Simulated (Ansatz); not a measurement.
Question: Each is relaxed and computed with the program Ansatz at the PBE level (PAW). Which is the only one with a gap?
(A) BP, rock salt
(B) TiB2, Cmcm (B on 4c, B on 4c, Ti on 4c)
(C) BAs, Pm-3n (B on 6c, As on 6d)
(D) MgB2, MoSi2 or CaC2 type

Answer: C, BAs, Pm-3n (B on 6c, As on 6d). BAs: gap 0.57 eV (indirect); TiB2: metal; BP: metal; MgB2: metal. Constructed cells (a structure type filled with these elements, in neither database checked): TiB2, Cmcm (B on 4c, B on 4c, Ti on 4c); MgB2, MoSi2 or CaC2 type. Typed or built starts, not in the databases checked: BAs, Pm-3n (B on 6c, As on 6d); BP, rock salt. Not the usual ambient phase: BAs, Pm-3n (B on 6c, As on 6d); TiB2, Cmcm (B on 4c, B on 4c, Ti on 4c); BP, rock salt; MgB2, MoSi2 or CaC2 type. All cells were relaxed under the symmetry of their starts (and spin orders); stability against distortions was not tested throughout. Rows with no word on spin ran without spin polarisation. Spin–orbit coupling is left out wherever it is not named.

Potentials: the later of the program's two PAW sets.
